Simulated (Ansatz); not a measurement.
A structure of PbS relaxed with PBEsol (plane waves to 420 eV, PAW, scalar-relativistic; Ansatz, a first-principles code); single points at other levels follow on the same geometry (Ansatz, PAW; HSE06 at 420 eV on a 6×6×6 k-mesh; no spin-orbit coupling). Space group Fm-3m (No. 225).

PbS is modelled in the cubic space group Fm-3m (No. 225), the rock salt structure, Pearson symbol cF8. Conventional cell: a = b = c = 5.903 Å, α = β = γ = 90.00°. Pb on 4a is surrounded by 6 S at 2.951 Å (octahedral). S on 4b has 6 Pb at 2.951 Å (octahedral). (Neighbours: up to the widest gap in distance over summed covalent radii, below 1.35, at either atom; cation-cation and far metal-metal contacts left out.)
(The calculation used a cell of 2 atoms; values per cell refer to that cell.)

```
level   gap (eV)    kind  conduction minimum
------  --------  ------  ------------------
PBEsol      0.20  direct                   L
HSE06          …       –                   …
```

**Question.** What belongs in the gaps?

**Answer.** 
- HSE06, gap (eV): 0.73
- HSE06, conduction minimum: L

HSE06 gaps come from a coarse mesh plus a few chosen points, so they may be too large. No spin polarisation in the result.

The run could not lose the symmetry of its start.
